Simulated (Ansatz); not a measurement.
LaCuSeO:
```
LaCuSeO
1.0
    4.01623     0.00000     0.00000
    0.00000     4.01623     0.00000
    0.00000     0.00000     8.63753
La Cu Se O
2 2 2 2
Cartesian
  0.00000   2.00812   7.40470
  2.00812   0.00000   1.23282
  2.00812   2.00812   4.31876
  0.00000   0.00000   4.31876
  0.00000   2.00812   2.86265
  2.00812   0.00000   5.77488
  2.00812   2.00812   0.00000
  0.00000   0.00000   0.00000
```

The program Ansatz at the PBEsol level (PAW) gives a gap of 1.42 eV without spin–orbit coupling, maximum at Γ, minimum at Γ.

Q: What happens when spin–orbit coupling is switched on?

A: The gap falls by 0.07 eV, to 1.35 eV; maximum at Γ, minimum at Γ.

Q: Give the electron effective mass with spin–orbit coupling.

A: 0.39, 0.39, 4.8 mₑ (principal values).

Q: Give the hole effective mass with spin–orbit coupling.

A: 0.36, 0.36, 1.5 mₑ (principal values).

Space group P4/nmm. The workflow started from a Materials Project entry (that database holds measured and hypothetical structures alike); the Crystallography Open Database files this formula in space group No. 129, but the cells were not matched. Whether it is the stable phase at ambient conditions was not checked. Symmetry was held in the PBEsol relaxation; whether a distortion lowers the energy is not shown. The run is not spin-polarised. No Hubbard U is applied.

Potentials: the later of the program's two PAW sets.
